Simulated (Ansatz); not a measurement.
Trial structure of Al₂Te₂O, not yet relaxed:

```xyz
5
Lattice="4.5162 0.0000 0.0000 -2.2581 3.9112 0.0000 0.0000 0.0000 7.3013" Properties=species:S:1:pos:R:3 pbc="T T T"
Al    0.0000    0.0000    5.9140
Al    0.0000    0.0000    1.3872
Te    0.0000    2.6074    0.0000
Te    2.2581    1.3037    0.0000
O     0.0000    0.0000    0.0000
```

The calculation used DFT PBE, scalar-relativistic, plane waves, PAW in Ansatz 0.2.0. Plane waves to 420 eV, a k mesh through Γ of 6×6×4 on the computed 5-atom cell and Gaussian smearing (0.10 eV); no spin polarisation.

The zero of energy is the elements' standard structures at the same level (O₂ as a molecule); no fitted shifts are applied.

**Question.** How far from equilibrium is it?

**Answer.** The pressure is 53.3 GPa (the mean over three directions, positive in compression), the largest force is 23.24 eV/Å, and the energy is +2.12 eV/atom against the elements. The shortest distance is 1.39 Å, so close that the PAW spheres overlap strongly and these values are rough.

**Question.** Is it a good guess?

**Answer.** A poor one: relaxing gains about 2.2 eV/atom (the start's value is from the coarse mesh, so the gain is rough) in 18 ionic steps and ends at −0.08 eV/atom on the finer mesh. The symmetry stays P6/mmm (No. 191). The volume per atom grows by 27.8 %, from 25.8 to 33.0 Å³. The shortest distance goes from 1.39 Å (Al–O) to 1.69 Å (Al–O). The ratio c/a of the conventional cell changes by a factor of 0.68. Conventional cell: a = 5.572 Å, c = 6.129 Å. Al has 1 O at 1.69 Å, 1 Al at 2.76 Å, 1 Al at 3.37 Å and 6 Te at 3.63 Å; around Te lie 3 O at 3.22 Å, 3 Te at 3.22 Å and 6 Al at 3.63 Å; around O lie 2 Al at 1.69 Å and 6 Te at 3.22 Å.

The last run used a 9×9×6 mesh (in the run's order of axes) for its 5-atom cell and Gaussian smearing of 0.10 eV. No dispersion correction is applied, so the spacing and binding between layers, chains or molecules are poorly described. Spin–orbit coupling, which can matter for Te, is left out. The reference form of Te is held partly by dispersion forces, which this level lacks. The relaxation can't lower the symmetry of the start, and the grade says only how near the guess is to its own end. A structure relaxed within its symmetry needn't be a true minimum.
